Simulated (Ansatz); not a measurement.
CsHgBr3:
```
CELL_PARAMETERS angstrom
      5.53163     0.00000     0.00000
      0.00000     5.53163     0.00000
      0.00000     0.00000     5.53163
ATOMIC_POSITIONS crystal
  Cs 0.00000 0.00000 0.00000
  Hg 0.50000 0.50000 0.50000
  Br 0.00000 0.50000 0.50000
  Br 0.50000 0.00000 0.50000
  Br 0.50000 0.50000 0.00000
```

Relaxed with PBEsol. Special points in fractions of this cell's reciprocal vectors: Γ (0.000, 0.000, 0.000); X (0.000, 0.500, 0.000); M (0.500, 0.500, 0.000); R (0.500, 0.500, 0.500).

Task: List the band energies nearest the Fermi level at these points for plane-wave PAW PBEsol (Ansatz code).

Result: In eV from the Fermi level; about four levels below and three above (degenerate sets whole), none deeper than 8.9 eV; points with the same levels are listed once.

| k | below | above |
|---|---|---|
| Γ | -1.37 -1.37 -1.37 -1.08 -1.08 -1.08 | 4.21 4.90 4.90 |
| X | -1.36 -1.36 -1.30 -1.30 | 2.34 5.78 6.26 |
| M | -1.64 -1.64 -1.50 -1.50 -0.73 | 0.04 3.77 5.60 5.60 |
| R | -1.90 -1.90 -1.90 -0.71 -0.71 -0.71 | 0.05 0.05 4.43 4.43 4.43 |

Space group Pm-3m (cubic perovskite). The workflow started from an entry of the Crystallography Open Database (COD), which files this formula under 2 space groups. Whether it is the stable phase at ambient conditions was not checked. Symmetry was held in the PBEsol relaxation; of distortions, only those at the zone centre were tested. Spin–orbit coupling is left out wherever it is not named.

Potentials: the later of the program's two PAW sets.
